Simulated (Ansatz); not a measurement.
Cs$_{2}$SnI$_{6}$ (Fm-3m), relaxed and computed with several functionals in Ansatz (plane waves, PAW).

```json
[
 {"functional": "LDA", "a (Å)": "(withheld)", "gap (eV)": "(withheld)", "B₀ by P(V) fit (GPa)": "(withheld)"},
 {"functional": "PBEsol", "a (Å)": "11.554", "gap (eV)": "none", "B₀ by P(V) fit (GPa)": "11.1"},
 {"functional": "HSE06", "a (Å)": "11.960", "gap (eV)": "1.17", "B₀ by P(V) fit (GPa)": "7.6"}
]
```

### Question
Fill in the missing entries.

### Answer

- LDA, a (Å): 11.280
- LDA, gap (eV): none
- LDA, B₀ by P(V) fit (GPa): 16.9

All cells were relaxed under the symmetry of their starts (and spin orders); stability against distortions was not tested throughout. Scalar-relativistic: spin–orbit coupling is off unless named, which matters more the heavier the elements.

Potentials: the later of the program's two PAW sets.

Ansatz (a first-principles code) is a plane-wave DFT program.
